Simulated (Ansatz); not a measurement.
From the elastic tensor of ZnPt to moduli and sound speeds

These are results of DFT LDA, scalar-relativistic, plane waves, PAW (Ansatz 0.2.0), not measurements. Plane waves to 420 eV; Γ-centred k mesh 16×16×12; Fermi-Dirac smearing of 0.15 eV. No spin polarisation.

It takes space group P4/mmm (No. 123, tetragonal). The conventional cell has a = 2.810 Å, b = 2.810 Å, c = 3.443 Å, α = 90.00°, β = 90.00°, γ = 90.00°. Zn (site symmetry 4/mmm) is surrounded by 8 Pt at 2.63 Å and 4 Zn at 2.81 Å. Pt (site symmetry 4/mmm) is surrounded by 8 Zn at 2.63 Å and 4 Pt at 2.81 Å.

In a metal, frequencies and elastic constants depend on the k mesh and the smearing, soft modes and shear constants most. Spin–orbit coupling is left out, which can shift energies with elements as heavy as these.

Relaxed-ion constants (GPa, on the Cartesian axes of the calculation):
C11 = 365.3, C12 = 123.8, C13 = 188.5, C22 = 365.3, C23 = 188.5, C33 = 260.1, C44 = 93.2, C55 = 93.2, C66 = 64.2 GPa; the others vanish.

Density 15.906 g/cm³; 2 atoms in 27.19 Å³.

The values that follow are for a polycrystal of randomly turned grains, by Hill's mean where one number stands.

With S = C⁻¹: B_V = (C11+C22+C33+2(C12+C13+C23))/9, G_V = (C11+C22+C33−C12−C13−C23+3(C44+C55+C66))/15, 1/B_R = S11+S22+S33+2(S12+S13+S23), 15/G_R = 4(S11+S22+S33−S12−S13−S23)+3(S44+S55+S66); Hill is their mean. Then v_l = √((B+4G/3)/ρ), v_t = √(G/ρ), v_m = [(2/v_t³+1/v_l³)/3]^(−1/3) and Θ = (ħ/k_B)·v_m·(6π²n/V)^(1/3) for n atoms in the volume V; E = 9BG/(3B+G), ν = (3B−2G)/(2(3B+G)) and A^U = 5G_V/G_R + B_V/B_R − 6.

| Item | Value |
| --- | --- |
| Bulk modulus, Voigt / Reuss / Hill | 221.3 / 219.9 / 220.6 GPa |
| Shear modulus, Voigt / Reuss / Hill | 82.8 / 72.5 / 77.6 GPa |
| Young's modulus | 208 GPa |
| Poisson ratio | 0.343 |
| Pugh ratio B/G | 2.84 (over 1.75, the rule of thumb for ductile) |
| Universal anisotropy index | 0.71 |
| Longitudinal and transverse sound speeds | 4514 and 2209 m/s |
| Debye temperature from the mean sound speed | 310 K |

Cost: 1 run of about 4.3 core-minutes, on Arm Neoverse V1 (shared hosts).